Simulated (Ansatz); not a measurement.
## HfC: stiffness from a series of strains

```yaml
crystal:
  lattice:
    - [0.00000, 2.32500, 2.32500]
    - [2.32500, 0.00000, 2.32500]
    - [2.32500, 2.32500, 0.00000]
  atoms:
    - { symbol: Hf, position: [0.50000, 0.50000, 0.50000] }
    - { symbol: C, position: [0.00000, 0.00000, 0.00000] }
```

Atoms are numbered in the order listed.

The geometry is COD entry 1539502, unchecked; take it as a test cell.

Spin–orbit coupling is left out, though it moves levels of the heavy atoms by tenths of an eV or more.

These are results of Ansatz 0.2.0, DFT, LDA, all-electron LAPW, scalar-relativistic, not measurements.

Settings: a Γ-centred 12×12×12 k mesh, Fermi–Dirac smearing of 0.05 eV, basis error target 0.25 meV/atom, no spin polarisation.

The strain is applied along the Cartesian axes of the cell as listed (the other components stay zero). Fractional coordinates are held (clamped ions).

σ is the change of stress from the unstrained cell, which is at -11.78 GPa; tension is positive, so slopes are stress–strain coefficients at that pressure. In a metal the k mesh adds noise.

Only quantities that a quadratic follows smoothly over the whole series are listed; rougher ones are left out.

| εxx = εyy | σzz (GPa) | σxx (GPa) |
| --- | --- | --- |
| -0.0200 | -3.71 | -12.53 |
| -0.0100 | -1.82 | -5.88 |
| 0.0000 | 0.00 | 0.00 |
| 0.0200 | 3.43 | 9.72 |

Problem. Fit the series and read off the stiffness at zero strain.

Solution. Least-squares fits y = p0 + p1 x + p2 x² to the rows give σzz (GPa): p1 = 178, p2 = -350; σxx (GPa): p1 = 556, p2 = -3500. So 2 C12 = 178 GPa and C11 + C12 = 556 GPa.

Problem. One run, at εxx = εyy = 0.0100, is withheld. Predict its row.

Solution. The fits give 1.75, 5.22; the run gave 1.75, 5.18.
